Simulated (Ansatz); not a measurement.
Si₂BAs:
```cif
data_As3B3Si6
_chemical_formula_sum 'B3 As3 Si6'
_space_group_name_H-M_alt 'R3m :H'
_space_group_IT_number 160
_space_group_name_Hall 'R 3 -2"'
_cell_length_a 3.57042
_cell_length_b 3.57042
_cell_length_c 18.06428
_cell_angle_alpha 90.000
_cell_angle_beta 90.000
_cell_angle_gamma 120.000
loop_
_atom_site_label
_atom_site_type_symbol
_atom_site_symmetry_multiplicity
_atom_site_Wyckoff_symbol
_atom_site_fract_x
_atom_site_fract_y
_atom_site_fract_z
_atom_site_occupancy
B1 B 3 a 0.00000 0.00000 0.00564 1
As1 As 3 a 0.00000 0.00000 0.88851 1
Si1 Si 3 a 0.00000 0.00000 0.49303 1
Si2 Si 3 a 0.00000 0.00000 0.36279 1
```
(The calculation used a cell of 4 atoms; values per cell refer to that cell.)

Relaxed with r²SCAN.

Tabulate the valence density and the electron localisation function along the shortest B–As contact (2.12 Å), r²SCAN (plane waves, PAW; program Ansatz).



| distance from B (Å) | density (e/Å³) | ELF |
|---|---|---|
| 0.21 | 0.39 | 0.00 |
| 0.32 | 0.48 | 0.04 |
| 0.42 | 0.54 | 0.15 |
| 0.53 | 0.58 | 0.35 |
| 0.63 | 0.59 | 0.57 |
| 0.74 | 0.59 | 0.72 |
| 0.85 | 0.60 | 0.79 |
| 0.95 | 0.63 | 0.82 |
| 1.06 | 0.68 | 0.82 |
| 1.16 | 0.76 | 0.81 |
| 1.27 | 0.86 | 0.77 |
| 1.38 | 1.10 | 0.70 |
| 1.48 | 1.94 | 0.57 |
| 1.59 | 4.38 | 0.39 |
| 1.69 | 9.90 | 0.21 |
| 1.80 | 19.33 | 0.10 |
| 1.90 | 31.34 | 0.06 |

The density is the valence pseudo-density with augmentation charge, so density and ELF within about 1 Å of a nucleus are not all-electron values.

The start of the workflow was typed in or built on a structure type; neither database checked (COD, Materials Project) lists it. Its standing as an ambient phase is unchecked. Symmetry was held in the r²SCAN relaxation; whether a distortion lowers the energy is not shown. The volume moved by 17 % from the start of the relaxation.

Potentials: the earlier of the program's two PAW sets.
